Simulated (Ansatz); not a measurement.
ZrTi₃C₄ (Pm-3m)

These are results of DFT PBE, scalar-relativistic, plane waves, PAW (Ansatz), not measurements.

Settings: cutoff 420 eV, Γ-centred mesh 8×8×8 on the computed 8-atom cell, Gaussian smearing of 0.10 eV; no spin polarisation.

The structure is relaxed at this level of theory with its symmetry kept, and needn't be the ground state of this composition.

```xyz
8
Lattice="4.4441 0.0000 0.0000 0.0000 4.4441 0.0000 0.0000 0.0000 4.4441" Properties=species:S:1:pos:R:3 pbc="T T T"
Zr    2.2220    2.2220    2.2220
Ti    0.0000    0.0000    2.2220
Ti    2.2220    0.0000    0.0000
Ti    0.0000    2.2220    0.0000
C     2.2220    2.2220    0.0000
C     0.0000    2.2220    2.2220
C     2.2220    0.0000    2.2220
C     0.0000    0.0000    0.0000
```

| Quantity | Value |
| --- | --- |
| Space group | Pm-3m (No. 221) |
| Volume per atom | 10.97 Å³ |
| Formation energy from the elements' standard states (uncorrected) | -0.761 eV/atom |
| Kohn–Sham band gap | none (metal) |
| Density of states at the Fermi level | 0.8 states/eV per cell |
| Orbital (Löwdin) character within 0.5 eV of the Fermi level | C 2p 47 %, Ti 3d 42 %, Zr 4d 8 % |
| Bader charge by site (e) | Zr (1 in the cell) 1.89, Ti (3 in the cell) 1.69, C (3 in the cell) -1.75, C (1 in the cell) -1.71 |

The cell was found from a structure generator's guess, not taken from experiment. Löwdin shares on free-atom orbitals overweight diffuse shells.
